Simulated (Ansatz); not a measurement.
GaNi₃C (anti-perovskite, Pm-3m), plane-wave PAW PBEsol (Ansatz code), all energies at zero smearing, with the estimated change up to a 700 eV cutoff added, with one set of potentials and settings (totals compare only within such a set). Cell of 5 atoms (1 Ga, 1 C, 3 Ni): -21405.482 eV.

```csv
element,reference phase,E (eV/atom)
Ga,"Cmce, 4 atoms in the cell",-3743.2073
C,"P6_3/mmc, 4 atoms in the cell",-246.6953
Ni,"Fm-3m, 1 atoms in the cell, spin-polarised",-5804.9838
```

Formation energy per atom, worked out: (-21405.482 − 1×(-3743.2073) − 1×(-246.6953) − 3×(-5804.9838))/5 = -0.126 eV/atom (-12 kJ per mol of atoms), at 0 K, without zero-point energy or fitted corrections.

A made-up cell: these elements were put on the sites of a structure type; the Crystallography Open Database copy checked does not list it. Its standing as an ambient phase is unchecked. The cell was relaxed with PBEsol under the symmetry of its start; whether a distortion lowers the energy is not shown. The workflow began spin-polarised and lost its moments. The references are the lowest solids computed at this level, not always the standard phases.

Potentials: the earlier of the program's two PAW sets. The files were generated under PBE; for other functionals the program regenerates the frozen cores, and for LDA and PBEsol the local potential too.
